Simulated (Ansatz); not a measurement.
PbSe built on the rocksalt prototype, relaxed with r2SCAN, was run in Ansatz under altered settings. All numbers are computed, without spin polarisation but where a row says otherwise.

```yaml
crystal:
  lattice:
    - [0.00000, 3.08870, 3.08870]
    - [3.08870, 0.00000, 3.08870]
    - [3.08870, 3.08870, 0.00000]
  atoms:
    - { symbol: Pb, position: [0.00000, 0.00000, 0.00000] }
    - { symbol: Se, position: [0.50000, 0.50000, 0.50000] }
```

The base run's other keys:
```yaml
kpoints:
  mp_grid: { grid: [4, 4, 4] }
hamiltonian:
  xc: hse06
scf:
  occupations: { method: fixed }
  n_extra_bands: 4
```

It takes 14 iterations with 1139 plane waves at 420 eV and 8 k points, and leaves a mean stress of -0.12 GPa. The gap over this mesh is 0.797 eV.

Outcomes, with energy and stress as changes against the base:
```
                                    setting            outcome  ΔF (meV/atom)  Δ mean stress (GPa)  gap on the mesh (eV)  iterations
PBE hybrid, exx coeff 1.5, omega 0.2078 1/Å            refused              –                    –                     –           –
PBE hybrid, exx coeff 0.3, omega 0.2078 1/Å          converged              –                 -0.2                 0.890          14
   PBE hybrid, exx coeff 1.0, omega 0.5 1/Å          converged              –                 -1.5                 1.028          20
   PBE hybrid, exx coeff 1.5, omega 0.5 1/Å            refused              –                    –                     –           –
      scf.convergence.dr2_threshold: 0.0001  converged, warned            0.0                  0.0                 0.797          12
                         basis.ecutwfc: 750          converged           -0.7                  0.0                 0.797          14
```
A dash marks a value that wasn't obtained or can't be compared. Stress is positive in compression.

- PBE hybrid, exx coeff 1.5, omega 0.2078 1/Å. The program doesn't start. Error: invalid value for `hamiltonian.xc.exx.coeff`: must be finite and in (0, 1]; got 1.5
- PBE hybrid, exx coeff 0.3, omega 0.2078 1/Å. That is 30 % exact exchange, screened with ω = 0.2078 1/Å, against HSE06's 25 % screened at 0.208 1/Å. The mean stress moves by -0.2 GPa and the gap on the mesh by +0.093 eV (to 0.890). Totals of different functionals aren't comparable.
- PBE hybrid, exx coeff 1.0, omega 0.5 1/Å. That is 100 % exact exchange, screened with ω = 0.5 1/Å, against HSE06's 25 % screened at 0.208 1/Å. The mean stress moves by -1.5 GPa and the gap on the mesh by +0.232 eV (to 1.028). Totals of different functionals aren't comparable.
- PBE hybrid, exx coeff 1.5, omega 0.5 1/Å. It is rejected at once. Error: invalid value for `hamiltonian.xc.exx.coeff`: must be finite and in (0, 1]; got 1.5
- scf.convergence.dr2_threshold: 0.0001. It converges in 12 iterations against the base's 14. Even so loose a threshold leaves the results unchanged here, which can't be counted on. Warned: force scf threshold loose.

Within 1 meV an atom, 0.1 GPa and 0.005 eV of the base stay: scf.convergence.dr2_threshold: 0.0001; basis.ecutwfc: 750.

Spin-orbit coupling is left out; in compounds of Pb, Bi, Tl or Hg it can lower a gap by up to about 1 eV, split its edges or invert the bands.

The meshes of the hybrids are coarse, so their gaps aren't converged to the digits shown.
